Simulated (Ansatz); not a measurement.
Hf2O:
```cif
data_Hf4O2
_chemical_formula_sum 'Hf4 O2'
_space_group_name_H-M_alt 'P 1'
_space_group_IT_number 1
_cell_length_a 3.12879
_cell_length_b 3.12879
_cell_length_c 10.77422
_cell_angle_alpha 90.000
_cell_angle_beta 90.000
_cell_angle_gamma 120.000
loop_
_space_group_symop_operation_xyz
  'x, y, z'
loop_
_atom_site_label
_atom_site_type_symbol
_atom_site_fract_x
_atom_site_fract_y
_atom_site_fract_z
_atom_site_occupancy
Hf1 Hf 0.66667 0.33333 0.88896 1
Hf2 Hf 0.33333 0.66667 0.11104 1
Hf3 Hf 0.33333 0.66667 0.38896 1
Hf4 Hf 0.66667 0.33333 0.61104 1
O1 O 0.00000 0.00000 0.75000 1
O2 O 0.00000 0.00000 0.25000 1
```

Relaxed with PBEsol.

### Question
Which orbitals make up the states near the Fermi level in PBEsol in the plane-wave PAW code Ansatz?

### Answer
Within 0.5 eV of the Fermi level: Hf 5d 92 %. Projections are on Löwdin-orthogonalised atomic valence shells; empty p or d shells of many metals are not among them.

### Question
Tabulate the density of states.

### Answer
States/eV per cell of 6 atoms, in 0.25 eV bins, energy from the Fermi level.

```
E (eV)  total  Hf 5d  O 2p  Hf 6s
------  -----  -----  ----  -----
-7.85    2.70   0.57  1.70   0.33
-7.60    6.02   1.29  3.95   0.58
-7.35    5.26   0.96  3.46   0.65
-7.10    2.40   0.37  1.62   0.32
-6.85   10.84   2.06  7.91   0.56
-6.60    4.80   0.86  3.60   0.20
-6.35    3.13   0.50  2.39   0.15
-6.10    4.89   0.79  3.88   0.11
-5.85    5.21   0.81  4.25   0.05
-5.60    2.44   0.36  2.03   0.01
-5.35    0.00   0.00  0.00   0.00
-5.10    0.02   0.00  0.00   0.01
-4.85    0.07   0.01  0.01   0.04
-4.60    0.13   0.01  0.03   0.07
-4.35    0.20   0.02  0.04   0.10
-4.10    0.29   0.04  0.06   0.15
-3.85    0.41   0.07  0.08   0.20
-3.60    0.58   0.13  0.11   0.27
-3.35    0.89   0.25  0.16   0.40
-3.10    2.03   0.67  0.34   0.88
-2.85    1.89   0.85  0.22   0.70
-2.60    3.13   1.99  0.32   0.69
-2.35    3.88   3.01  0.29   0.45
-2.10    3.10   2.60  0.15   0.23
-1.85    3.46   2.88  0.16   0.30
-1.60    4.53   3.47  0.29   0.51
-1.35    5.37   4.31  0.34   0.43
-1.10    7.24   5.81  0.54   0.39
-0.85    4.89   4.28  0.21   0.12
-0.60    2.44   2.19  0.09   0.05
-0.35    1.57   1.45  0.04   0.02
-0.10    2.01   1.87  0.06   0.02
0.15     2.09   1.93  0.07   0.02
0.40     2.10   1.93  0.08   0.03
0.65     2.13   1.95  0.08   0.04
0.90     2.78   2.50  0.09   0.08
1.15     5.05   4.44  0.11   0.25
1.40     5.17   4.56  0.19   0.17
1.65     4.51   4.01  0.18   0.13
1.90     5.63   4.93  0.30   0.18
2.15     7.25   6.28  0.51   0.23
2.40     5.05   4.20  0.39   0.23
2.65     4.97   4.06  0.28   0.27
2.90     4.42   3.51  0.24   0.26
3.15     4.18   3.26  0.25   0.28
```

Space group P6_3/mmc. The start of the workflow was typed in or built on a structure type; neither database checked (COD, Materials Project) lists it. Its standing as an ambient phase is unchecked. The cell was relaxed with PBEsol under the symmetry of its start; whether a distortion lowers the energy is not shown. No spin polarisation was allowed. Scalar-relativistic: spin–orbit coupling is off unless named, which matters more the heavier the elements.

Potentials: the earlier of the program's two PAW sets. The files were generated under PBE; for other functionals the program regenerates the frozen cores, and for LDA and PBEsol the local potential too.
